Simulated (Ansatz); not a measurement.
The calculation used Ansatz, DFT PBE, scalar-relativistic, plane waves, PAW. Cutoff 420 eV, Γ-centred 6×6×12 mesh (6-atom cell), Gaussian smearing of 0.10 eV, no spin polarisation.

The zero of energy is the elements' standard structures at the same level; no fitted shifts are applied. The references include black phosphorus.

Q: Propose a candidate for a hexagonal metal made of Al, Cs, P and Ta, with a formation energy near −0.22 eV/atom and about 22 Å³ per atom, in a cell of 6 atoms. Its symmetry should be P-6m2 (No. 187).

A: CsTaAlP₃, space group P-6m2 (No. 187). Cs is surrounded by 2 Cs at 3.25 Å, 12 P at 3.81 Å, 3 Al at 3.99 Å and 3 Ta at 3.99 Å; around Ta lie 6 P at 2.54 Å, 2 Ta at 3.25 Å, 3 Cs at 3.99 Å and 3 Al at 3.99 Å; Al has 6 P at 2.60 Å, 2 Al at 3.25 Å, 3 Cs at 3.99 Å and 3 Ta at 3.99 Å; P is surrounded by 2 Ta at 2.54 Å, 2 Al at 2.60 Å, 6 P at 3.25–3.51 Å and 4 Cs at 3.81 Å.

```cif
data_structure
_symmetry_space_group_name_H-M 'P-6m2'
_symmetry_Int_Tables_number 187
_cell_length_a 6.9048
_cell_length_b 6.9048
_cell_length_c 3.2455
_cell_angle_alpha 90.000
_cell_angle_beta 90.000
_cell_angle_gamma 120.000
_cell_volume 134.00
loop_
_atom_site_label
_atom_site_type_symbol
_atom_site_symmetry_multiplicity
_atom_site_Wyckoff_symbol
_atom_site_fract_x
_atom_site_fract_y
_atom_site_fract_z
_atom_site_occupancy
Cs1 Cs 1 a 0.00000 0.00000 0.00000 1
Ta1 Ta 1 e 0.66667 0.33333 0.00000 1
Al1 Al 1 c 0.33333 0.66667 0.00000 1
P1 P 3 k 0.99409 0.49704 0.50000 1
```

The volume per atom is 22.33 Å³. The density is 5.38 g/cm³, the energy over the elements is −0.22 eV/atom and the gap on the 6×6×12 mesh of the 6-atom cell is 0 eV (a metal).

The structure comes from a generated guess, relaxed at this level; another structure or a mixture of phases may lie lower. The answer needn't be unique; the calculation gave this one.

Spin–orbit coupling, which can matter for Ta, is left out. The reference form of P is held partly by dispersion forces, which this level lacks. A structure relaxed within its symmetry needn't be a true minimum.
